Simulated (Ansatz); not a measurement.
RbGeCl3:
```
CELL_PARAMETERS angstrom
      5.83231     0.00000     0.00000
      0.00000     6.98151     0.00000
     -2.17241     0.00000     7.66897
ATOMIC_POSITIONS crystal
  Rb 0.32443 0.25000 0.70756
  Rb 0.67557 0.75000 0.29244
  Ge 0.07673 0.25000 0.12218
  Ge 0.92327 0.75000 0.87782
  Cl 0.67811 0.25000 0.12626
  Cl 0.32189 0.75000 0.87374
  Cl 0.81113 0.50513 0.67573
  Cl 0.18887 0.49487 0.32427
  Cl 0.18887 0.00513 0.32427
  Cl 0.81113 0.99487 0.67573
```

Relaxed with r²SCAN.

### Question
Give the Bader charges and basin volumes of the independent atoms, plane-wave PAW r²SCAN (Ansatz code).

### Answer


| atom | Bader charge (e) | Bader volume (Å³) |
|---|---|---|
| Rb1 | +0.88 | 28.6 |
| Ge3 | +1.10 | 22.4 |
| Cl5 | -0.67 | 35.8 |
| Cl7 | -0.66 | 33.6 |

Space group P2_1/m. The workflow started from a Materials Project entry (that database holds measured and hypothetical structures alike); the Crystallography Open Database files this formula in space group No. 11, but the cells were not matched. Whether it is the stable phase at ambient conditions was not checked. The cell was relaxed with r²SCAN under the symmetry of its start; its stability against distortions is not shown here.

Potentials: the later of the program's two PAW sets.
